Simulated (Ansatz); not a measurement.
MoS2:
Space group R3m, hexagonal axes (No. 160); a = 3.1761 Å, b = 3.1761 Å, c = 18.6716 Å, α = 90.00°, β = 90.00°, γ = 120.00°

| atom | site | symmetry | x | y | z |
|---|---|---|---|---|---|
| Mo | 3a | 3m | 0.0000 | 0.0000 | 0.0000 |
| S | 3a | 3m | 0.0000 | 0.0000 | 0.7498 |
| S | 3a | 3m | 0.0000 | 0.0000 | 0.5835 |
(The calculation used a cell of 3 atoms; values per cell refer to that cell.)

Relaxed at zero pressure with r²SCAN+D4 (plane waves, PAW; program Ansatz).

**Question.** The volume is lowered by 3 % and shape and atoms relax at that volume. What pressure results, and how do the axes share the change?

**Answer.** 1.3 GPa; a -0.3 %, b -0.3 %, c -2.4 %; the energy rises by 2 meV/atom.

**Question.** Give the new structure.

**Answer.** 
Space group R3m, hexagonal axes (No. 160); a = 3.166 Å, b = 3.166 Å, c = 18.227 Å, α = 90.00°, β = 90.00°, γ = 120.00°

```
atom  site  symmetry       x       y       z
----  ----  --------  ------  ------  ------
Mo      3a        3m  0.0000  0.0000  0.0000
S       3a        3m  0.0000  0.0000  0.2482
S       3a        3m  0.0000  0.0000  0.4185
```

The phase is kept; no other phase was compared at this pressure.

The r²SCAN+D4 relaxation kept the symmetry of its start. The run is not spin-polarised.

Potentials: the later of the program's two PAW sets.
